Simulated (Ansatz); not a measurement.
KCl:
```
KCl
1.0
    0.00000     3.14652     3.14652
    3.14652     0.00000     3.14652
    3.14652     3.14652     0.00000
K Cl
1 1
Direct
  0.00000   0.00000   0.00000
  0.50000   0.50000   0.50000
```

x, y and z are the axes in which the lattice vectors are written.

**Question.** Give the high-frequency dielectric tensor and the Born effective charge tensors of the independent atoms from DFPT, the program Ansatz at the r²SCAN level (PAW).

**Answer.** 
ε∞:
```
2.25  0.00  0.00
0.00  2.25  0.00
0.00  0.00  2.25
```
Z* of atom 1 (K), rows: field, columns: displacement, in e:
```
1.11  0.00  0.00
0.00  1.11  0.00
0.00  0.00  1.11
```
Z* of atom 2 (Cl), rows: field, columns: displacement, in e:
```
-1.11   0.00   0.00
 0.00  -1.11   0.00
 0.00   0.00  -1.11
```

Static charges for comparison (Bader): K1 +0.85, Cl2 -0.85 e. Born charges measure polarisation by displacement and can exceed these by far.

Space group Fm-3m (rock salt). The cell was relaxed with r²SCAN under the symmetry of its start; phonons on a q-mesh show no instability.

Potentials: the later of the program's two PAW sets.
